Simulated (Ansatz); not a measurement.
Ta4C3: clamped-ion strain scan

Method: DFT r2SCAN, scalar-relativistic, plane waves, PAW (Ansatz 0.2.0). Settings: plane waves to 500 eV, k-mesh 12×12×12 (Γ-centred), Gaussian smearing 0.15 eV. Spin–orbit coupling is left out, which can shift energies with elements as heavy as these. No spin polarisation. Energies are free energies at this smearing, counted from the undisturbed cell; pressure is positive in compression.

The starting cell (relaxed at this level; it needn't be the usual structure):

```yaml
crystal:
  lattice:
    - [1.55890, 0.90003, 10.21859]
    - [-1.55890, 0.90003, 10.21859]
    - [0.00000, -1.80006, 10.21859]
  atoms:
    - { symbol: Ta, position: [0.37344, 0.37344, 0.37344] }
    - { symbol: Ta, position: [0.62448, 0.62448, 0.62448] }
    - { symbol: Ta, position: [0.20977, 0.20977, 0.20977] }
    - { symbol: Ta, position: [0.79443, 0.79443, 0.79443] }
    - { symbol: C, position: [0.50237, 0.50237, 0.50237] }
    - { symbol: C, position: [0.99575, 0.99575, 0.99575] }
    - { symbol: C, position: [0.08475, 0.08475, 0.08475] }
```

The cell is strained by ε times the Voigt pattern (1, 1, 0, 0, 0, 0) (xx, yy, zz, yz, xz, xy; engineering shear) with fractional coordinates fixed. The cell is metallic on the mesh throughout.

```json
{"ε": "-0.1000", "ΔE (meV/atom)": "743.6"}
{"ε": "-0.0500", "ΔE (meV/atom)": "165.0"}
{"ε": "0.0000", "ΔE (meV/atom)": "0.0"}
{"ε": "0.0250", "ΔE (meV/atom)": "34.2"}
{"ε": "0.0750", "ΔE (meV/atom)": "271.0"}
{"ε": "0.1000", "ΔE (meV/atom)": "452.2"}
```